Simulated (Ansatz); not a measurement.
Nuclear-site quantities of Rb as the cell is scaled

```xyz
1
Lattice="-2.8060 2.8060 2.8060 2.8060 -2.8060 2.8060 2.8060 2.8060 -2.8060" Properties=species:S:1:pos:R:3 pbc="T T T"
Rb    0.0000    0.0000    0.0000
```

The structure is an experimental refinement, used without relaxation.

Level of theory: DFT, PBEsol, all-electron PAW with datasets made for the crystal, scalar-relativistic in Ansatz 0.2.0.

Settings: a Γ-centred 8×8×8 k mesh, Fermi–Dirac smearing of 0.05 eV, cutoff 180 eV (chosen by the program for this cell), no spin polarisation.

The contact density is the mean electron density over the nuclear volume; its changes follow the s electrons' response to bonding and compression. Changes below are taken from the unscaled cell, where it is 361423 e/Å³ at Rb.

The datasets are made afresh for each cell, so very small changes are uncertain.

(1) Does compression raise or lower the contact density at Rb?

(2) Tabulate the changes with volume.

## Answers

(1) It raises it, by 1.47 e/Å³ over the whole range.

(2) 
| V/V(cell) | P (GPa) | Δρ(0) Rb (e/Å³) |
| --- | --- | --- |
| 0.9400 | 0.1 | 0.79 |
| 0.9600 | 0.1 | 0.51 |
| 0.9800 | 0.0 | 0.25 |
| 0.9900 | 0.0 | 0.12 |
| 1.0000 | -0.1 | 0.00 |
| 1.0100 | -0.1 | -0.12 |
| 1.0200 | -0.1 | -0.24 |
| 1.0400 | -0.2 | -0.46 |
| 1.0600 | -0.2 | -0.68 |
